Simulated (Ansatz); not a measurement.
Relaxed-ion elastic tensor of ScAl₃ (Cu3Au type, Pm-3m) in GPa (Voigt order), DFT-PBEsol in the program Ansatz with PAW potentials; density 3.10 g/cm³, 16.87 Å³ per atom.

```
 189  43.1  43.1   0.0   0.0   0.0
43.1   189  43.1   0.0   0.0   0.0
43.1  43.1   189   0.0   0.0   0.0
 0.0   0.0   0.0  76.8   0.0   0.0
 0.0   0.0   0.0   0.0  76.8   0.0
 0.0   0.0   0.0   0.0   0.0  76.8
```

Q: Is the crystal mechanically stable?

A: Yes: the smallest eigenvalue of C is 76.8 GPa.

Q: Work out the Voigt, Reuss and Hill averages.

A: K_V = 91.9, K_R = 91.9, K_H = 91.9; G_V = 75.4, G_R = 75.3, G_H = 75.4 GPa.

Q: Give Young's modulus, Poisson's ratio, Pugh's ratio and the universal anisotropy index.

A: E = 9KG/(3K + G) = 178 GPa; ν = 0.18; K/G = 1.22 (brittle by the Pugh limit of 1.75); A_U = 5G_V/G_R + K_V/K_R − 6 = 0.00.

Q: Estimate the sound speeds and the Debye temperature.

A: v_l = √((K + 4G/3)/ρ) = 7880 m/s, v_t = √(G/ρ) = 4930 m/s, mean 5430 m/s; Θ = (h/k)(3n/4πV)^(1/3) v_m = 631 K.

Q: Give the Zener ratio and Young's modulus along [100], [110] and [111].

A: A = 2C44/(C11 − C12) = 1.05; 1/E = S11 − 2(S11 − S12 − S44/2)Γ with Γ = 0, 1/4, 1/3 gives 173, 179, 180 GPa.

Q: Solve the Christoffel equation for the three sound speeds along [100], [110], [111].

A: Eigenvalues of C_ijkl n_j n_l equal ρv². In km/s, slowest first: [100] 4.98, 4.98, 7.82; [110] 4.86, 4.98, 7.89; [111] 4.90, 4.90, 7.92.

Symmetry was held in the PBEsol relaxation. No spin polarisation was allowed. As this level gives no gap, shear constants depend on the k-mesh and smearing (Fermi–Dirac, 0.1 eV here).

Potentials: the later of the program's two PAW sets.
